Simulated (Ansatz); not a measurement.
BeTe (rock salt, Fm-3m) at seven volumes, PBE (plane waves, PAW; program Ansatz), scaled uniformly. One row is withheld.

```tsv
V (Å³/atom)	P (GPa)
17.515	7.66
18.093	4.70
18.670	2.17
19.248	0.00
19.825	-1.86
20.403	-3.45
20.980	?
```

Q: Fit the shown pressures and predict the withheld one.

A: P = (3/2)B₀(x^(7/2) − x^(5/2))[1 + (3/4)(B′ − 4)(x − 1)] with x = (V₀/V)^(2/3). Least squares on the six rows gives V₀ = 19.248 Å³/atom, B₀ = 66.8 GPa, B′ = 4.13. At V = 20.980, x = 0.9442 and P = -4.82 GPa. The run itself gave -4.82 GPa.

A made-up cell: these elements were put on the sites of a structure type; neither database checked (COD, Materials Project) lists it. COD files the formula under space group No. 216, so this cell is another polymorph or a model. Its standing as an ambient phase is unchecked. The cell was relaxed with PBE under the symmetry of its start; its stability against distortions is not shown here. Scalar-relativistic: spin–orbit coupling is off unless named, which matters more the heavier the elements.

Potentials: the later of the program's two PAW sets.
